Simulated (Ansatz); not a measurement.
Cu Kα1 powder pattern (kinematic, no thermal factors).
```tsv
2θ (°)	relative intensity
11.10	100
22.32	68
25.89	49
28.25	81
33.75	25
34.44	6
36.94	81
38.69	23
43.02	67
43.58	48
45.54	12
50.89	31
53.12	4
53.24	27
54.56	9
57.86	2
58.42	20
60.02	21
60.12	10
61.35	20
64.43	7
64.53	15
64.96	3
70.66	4
70.75	30
70.97	6
72.61	12
76.96	5
78.55	3
78.64	9
79.73	3
82.50	3
82.80	15
82.98	7
84.45	2
85.53	4
88.28	6
88.37	7
```

The pattern is computed from a structure relaxed with Ansatz, DFT PBE, scalar-relativistic, plane waves, PAW. Collinear spin, ending at 2.4 μB a primitive cell. Its elements are Hf, S, V.

**Question.** Give the structure.

**Answer.** HfVS3.
Space group P4/mmm (No. 123). a = 3.438 Å, b = 3.438 Å, c = 7.962 Å, α = 90.00°, β = 90.00°, γ = 90.00°
| atom | site | symmetry | x | y | z |
| --- | --- | --- | --- | --- | --- |
| Hf | 1b | 4/mmm | 0.0000 | 0.0000 | 0.5000 |
| V | 1c | 4/mmm | 0.5000 | 0.5000 | 0.0000 |
| S | 2g | 4mm | 0.0000 | 0.0000 | 0.1739 |
| S | 1d | 4/mmm | 0.5000 | 0.5000 | 0.5000 |

A pattern alone doesn't exclude other cells with like lines; this is the one computed.

The cell was found from a structure generator's guess, not taken from experiment.
